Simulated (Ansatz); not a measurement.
## YRhS3, before and after

A trial structure of YRhS3 was built thus: perovskite family, tilts a0a0a0 (Pm-3m, No. 221) (A site Y; B site Rh; X site S). Its size is a rough estimate.

start.cif

```cif
data_structure
_symmetry_space_group_name_H-M 'Pm-3m'
_symmetry_Int_Tables_number 221
_cell_length_a 4.6841
_cell_length_b 4.6841
_cell_length_c 4.6841
_cell_angle_alpha 90.000
_cell_angle_beta 90.000
_cell_angle_gamma 90.000
_cell_volume 102.77
loop_
_atom_site_label
_atom_site_type_symbol
_atom_site_symmetry_multiplicity
_atom_site_Wyckoff_symbol
_atom_site_fract_x
_atom_site_fract_y
_atom_site_fract_z
_atom_site_occupancy
Y1 Y 1 b 0.50000 0.50000 0.50000 1
Rh1 Rh 1 a 0.00000 0.00000 0.00000 1
S1 S 3 d 0.50000 0.00000 0.00000 1
```

Computed with Ansatz 0.2.0, DFT PBE, scalar-relativistic, plane waves, PAW. Cutoff 420 eV, Gaussian smearing, Γ-centred meshes. Cell and atoms relax on a converged mesh. In metals the finer mesh still leaves noise of several meV/atom or more. The steps can't lower the symmetry of their start. Collinear spin, starting moments Rh 1.0 μB.

end.cif

```cif
data_structure
_symmetry_space_group_name_H-M 'Pm-3m'
_symmetry_Int_Tables_number 221
_cell_length_a 4.6338
_cell_length_b 4.6338
_cell_length_c 4.6338
_cell_angle_alpha 90.000
_cell_angle_beta 90.000
_cell_angle_gamma 90.000
_cell_volume 99.50
loop_
_atom_site_label
_atom_site_type_symbol
_atom_site_symmetry_multiplicity
_atom_site_Wyckoff_symbol
_atom_site_fract_x
_atom_site_fract_y
_atom_site_fract_z
_atom_site_occupancy
Y1 Y 1 b 0.50000 0.50000 0.50000 1
Rh1 Rh 1 a 0.00000 0.00000 0.00000 1
S1 S 3 d 0.50000 0.00000 0.00000 1
```

The symmetry stays Pm-3m (No. 221). The end has the cubic perovskite type. The volume per atom shrinks by 3.2 %, from 20.6 to 19.9 Å³. The shortest distance goes from 2.34 Å (Rh–S) to 2.32 Å (Rh–S).

```
Volume per atom                          : 19.90 Å³
Density                                  : 4.81 g/cm³
Formation energy                         : −0.65 eV/atom
Gap on the 8×8×8 mesh of the 5-atom cell : 0 eV (a metal)
Net moment per atom                      : 0.00 μB
Moment by site                           : all under 0.1 μB
```

The zero of energy is the elements' standard structures at the same level; no fitted shifts are applied. Whether it is stable depends on the other phases of the system, which aren't compared here.

The last run used collinear spin and Gaussian smearing of 0.10 eV. The reference form of S is held partly by dispersion forces, which this level lacks. Symmetry constrained the relaxation, so the result can be a saddle point. In all, the 2 runs took 77 s on 1 thread of Arm Neoverse V1, with other jobs on the host. Site moments count only spheres around the atoms; the net moment includes the space between them.
